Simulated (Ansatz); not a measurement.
BaHfO3 (cubic perovskite)

```yaml
crystal:
  lattice:
    - [4.20617, 0.00000, 0.00000]
    - [0.00000, 4.20617, 0.00000]
    - [0.00000, 0.00000, 4.20617]
  atoms:
    - { symbol: Ba, position: [0.00000, 0.00000, 0.00000] }
    - { symbol: Hf, position: [0.50000, 0.50000, 0.50000] }
    - { symbol: O, position: [0.00000, 0.50000, 0.50000] }
    - { symbol: O, position: [0.50000, 0.50000, 0.00000] }
    - { symbol: O, position: [0.50000, 0.00000, 0.50000] }
```

The slice is a {210} plane (indices of the conventional cell) through the point (0.500, 0.500, 0.000) (fractional), spanned by u = [100] and v = [021] in vectors of this cell: u (4.21 Å) and v (9.41 Å, at 90° to u). It covers one period; positions are fractions (u, v).

The numbers are results of PBE (plane waves to 420 eV, PAW, scalar-relativistic; Ansatz, a first-principles code), not measurements. k mesh 8×8×8. Near the nuclei the fields are pseudised (PAW); where an atom keeps semicore shells as valence, they peak there. BaHfO3 is run without spin polarisation. BaHfO3 was relaxed with its symmetry unable to fall. Spin-orbit coupling is left out, though Hf is heavy.

Q: Sketch the valence electron density on this plane as a map.

A: 
```
|7766553322000000000022335566|
|5555443311111111111111334455|
|4433332211112222221111223333|
|2222111122223333332222111122|
|1111111122334444443322111111|
|1111111122444444444422111111|
|2222112222334444443322221122|
|3322222222334444443322222222|
|3333222222223333332222222233|
|3333222211112222221111222233|
|3333221111111111111111112233|
|3333221111112222221111112233|
|5544332222333344333322223344|
|7777553333445555554433335577|
|9988774444557777775544447788|
|9999775544667777776644557799|
|9988774444557777775544447788|
|7777553333445555554433335577|
|5544332222333344333322223344|
|3333221111112222221111112233|
|3333221111111111111111112233|
|3333222211112222221111222233|
|3333222222223333332222222233|
|3322222222334444443322222222|
|2222112222334444443322221122|
|1111111122444444444422111111|
|1111111122334444443322111111|
|2222111122223333332222111122|
|4433332211112222221111223333|
|5555443311111111111111334455|
|7766553322000000000022335566|
|7777553322000000000022335577|
```
Scale: ten equal steps from -1.55 (start of '0') to 1.55 (end of '9'), in the order '0123456789'. Values: log₁₀ of the valence density in e/Å³. The map has 14 points along u (two characters each, u = 0 at the left) and 32 along v (v = 0 in the bottom row). The scale is logarithmic, as a density can span decades between atoms and voids.
